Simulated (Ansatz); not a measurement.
A geometry of Zn away from equilibrium: step 2 of the relaxation of a relaxed Zn cell, doubled along one cell vector, shaken by Gaussian noise of σ = 0.08 Å a coordinate. Calculation: r2SCAN (plane waves to 500 eV, PAW, scalar-relativistic; Ansatz, a quantum-chemistry and plane-wave program). Γ-centred k-mesh 7×13×4 on the run's cell (coarser than for final values), Fermi–Dirac smearing 0.05 eV.

```xyz
8
Lattice="5.4879 -0.0262 0.0017 -1.3833 2.3958 -0.0060 0.0027 -0.0198 8.5885" Properties=species:S:1:pos:R:3 pbc="T T T"
Zn     0.0665    -0.1298    -0.0502
Zn     2.7261     0.0006     0.0516
Zn    -0.0067    -0.0328     4.3326
Zn     2.7555     0.0768     4.3607
Zn     0.1259     1.5067     2.1804
Zn     2.7512     1.5695     2.1117
Zn     1.5226     0.7874     6.4159
Zn     4.0902     0.8512     6.4771
```

**Question.** What forces act on the atoms (eV/Å)?

**Answer.** 
| atom | Fx | Fy | Fz |
|---|---|---|---|
| Zn1 | 0.02 | 0.43 | 0.38 |
| Zn2 | 0.07 | -0.16 | -0.24 |
| Zn3 | 0.19 | 0.20 | -0.14 |
| Zn4 | 0.00 | -0.32 | -0.48 |
| Zn5 | -0.31 | -0.06 | 0.00 |
| Zn6 | 0.26 | 0.11 | 0.29 |
| Zn7 | -0.63 | -0.03 | 0.35 |
| Zn8 | 0.39 | -0.17 | -0.16 |

**Question.** What is the pressure?

**Answer.** +1.8 GPa, compression positive.

**Question.** How far above the relaxed end point is this geometry?

**Answer.** 0.03 eV/atom; the path ends in Cmcm (No. 63).

No spin polarisation in the result.

Of the parent cell (P6₃/mmc (No. 194)): it is a generated cell of Zn: the first start was made by placing the elements on the sites of a structure type, and the end was not matched to a known phase here, so it may be hypothetical. A known form of Zn has the same space group but another cell.

The end of the path is a generated cell of Zn: the first start was made by placing the elements on the sites of a structure type, and the end was not matched to a known phase here, so it may be hypothetical. Known forms of Zn include space group No. 194.
